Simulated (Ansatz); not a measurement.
**Pressure against volume: TiCo**

```
Ti Co
1.0
     2.98611    0.00000    0.00000
     0.00000    2.98611    0.00000
     0.00000    0.00000    2.98611
Ti Co
1 1
Direct
  0.00000 0.00000 0.00000
  0.50000 0.50000 0.50000
```

Structure from Materials Project entry mp-823 (possibly hypothetical), not relaxed further.

The magnetic state is the one reached from the start moments; no search over orders was made, so it needn't be the ground state.

Methods: DFT, PBEsol, all-electron LAPW, scalar-relativistic (Ansatz 0.2.0); DFT, PBEsol, PAW with Ansatz's default frozen-core files, scalar-relativistic (Ansatz 0.2.0).

For LAPW: a Γ-centred 11×11×11 k mesh, Fermi–Dirac smearing of 0.03 eV, basis error target 0.25 meV/atom, spin-polarised from start moments Ti1 -1, Co2 2 μB. PAW takes a cutoff of 420 eV at this cell (files made with PBE, cores remade for this functional). The Ansatz runs share mesh, smearing and spin set-up. Plane-wave (PAW) pressures include the program's estimate of the Pulay term.

The cell above is scaled evenly, with fractional coordinates and shape held.

| V/V(cell) | V (Å³/atom) | P, LAPW (GPa) | P, PAW (GPa) | moment, LAPW (μB) | free energy over the lowest listed, PAW (meV/atom) |
| --- | --- | --- | --- | --- | --- |
| 0.9405 | 12.521 | 2.33 | 2.18 | 0.57 | 0.0 |
| 0.9800 | 13.047 | -4.14 | -4.32 | 0.84 | 3.9 |
| 1.0000 | 13.313 | -7.20 | -7.24 | 0.88 | 13.5 |
| 1.0200 | 13.580 | ? | ? | ? | ? |
| 1.0600 | 14.112 | -15.02 | -15.03 | 0.90 | 70.0 |

**Question.** Fill in the row V/V(cell) = 1.0200.

**Answer.** P, LAPW (GPa) = -10.07, P, PAW (GPa) = -10.09, moment, LAPW (μB) = 0.89, free energy over the lowest listed, PAW (meV/atom) = 27.9.

**Question.** What do Birch–Murnaghan fits to the pressures give?

**Answer.** LAPW: V0 = 12.70 Å³/atom, B0 = 161 GPa, B0′ = 2.2; PAW: V0 = 12.69 Å³/atom, B0 = 160 GPa, B0′ = 2.2.

PAW's V0 lies -0.10 % from the all-electron value and its B0 -0.8 %. Symmetry fixes shape and coordinates here, so this is the relaxed modulus.
